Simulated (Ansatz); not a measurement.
SnGe (wurtzite, P6_3mc) at seven volumes, DFT-PBE in the program Ansatz with PAW potentials, shape and atoms relaxed at each. One row is withheld.

| V (Å³/atom) | P (GPa) |
|---|---|
| 27.256 | 5.43 |
| 28.154 | ? |
| 29.053 | 1.50 |
| 29.951 | 0.00 |
| 30.850 | -1.26 |
| 31.748 | -2.32 |
| 32.647 | -3.21 |

Q: Fit the shown pressures and predict the withheld one.

A: P = (3/2)B₀(x^(7/2) − x^(5/2))[1 + (3/4)(B′ − 4)(x − 1)] with x = (V₀/V)^(2/3). Least squares on the six rows gives V₀ = 29.951 Å³/atom, B₀ = 45.8 GPa, B′ = 4.83. At V = 28.154, x = 1.0421 and P = 3.29 GPa. The run itself gave 3.30 GPa.

The cell is a constructed one: a structure type filled with these elements; neither database checked (COD, Materials Project) lists it. Whether it is the stable phase at ambient conditions was not checked. The cell was relaxed with PBE under the symmetry of its start; its stability against distortions is not shown here. Spin–orbit coupling is left out wherever it is not named.

Potentials: the later of the program's two PAW sets.
